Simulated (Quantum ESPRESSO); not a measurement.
```xyz
3
Lattice="0.0000 3.1296 3.1296 3.1296 0.0000 3.1296 3.1296 3.1296 0.0000" Properties=species:S:1:pos:R:3 pbc="T T T"
Mg     1.5648     1.5648     1.5648
Mg     4.6943     4.6943     4.6943
Si     0.0000     0.0000     0.0000
```

Cell and atoms were relaxed with LDA from Materials Project entry mp-1367, within its symmetry.

Question: What does norm-conserving LDA (Quantum ESPRESSO, 84 Ry, scalar-relativistic) give for the electronic structure near the Fermi level?

Answer: The LDA gap is indirect, 0.12 eV, from Γ to X; the smallest direct gap is 1.97 eV.
